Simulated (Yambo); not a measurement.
A free-standing BN monolayer (symmetry Amm2, slab cell 13.0 Å high) under uniaxial strain of +4 % along x, the other axes held; a = 2.605 Å, b = 2.531 Å, c = 13.000 Å, α = 90.00°, β = 90.00°, γ = 120.98°. With the G0W0 scissor the direct gap on the mesh is 7.08 eV. x lies along the first cell vector.

Can the lowest exciton of this BSE run be trusted, and with what binding energy? (Yambo, PBEsol bands; 30×30×1 mesh, 2 valence and 3 conduction bands, static screening with 17 bands and a 4 Ry block, scissor 2.57 eV, Tamm-Dancoff, stochastic integration of W near q = 0.)

The mesh holds a bound state, but the numbers are provisional. These are vertical excitations (zero momentum); the indirect quasiparticle gap, about 6.72 eV, is smaller than the direct one (7.08 eV on the GW mesh). The lowest state lies at 5.03 eV (dark for light along x), the direct quasiparticle gap on this mesh at 7.08 eV. Its binding energy, counted from that gap, is 2.05 eV; it spreads over about 130 k points of the mesh. Convergence with the mesh was not shown. The first optically allowed state is at 5.06 eV. The scissor comes from a G0W0 run whose convergence isn't established. 

Geometry strained from the cell relaxed with PBEsol, atoms relaxed again.
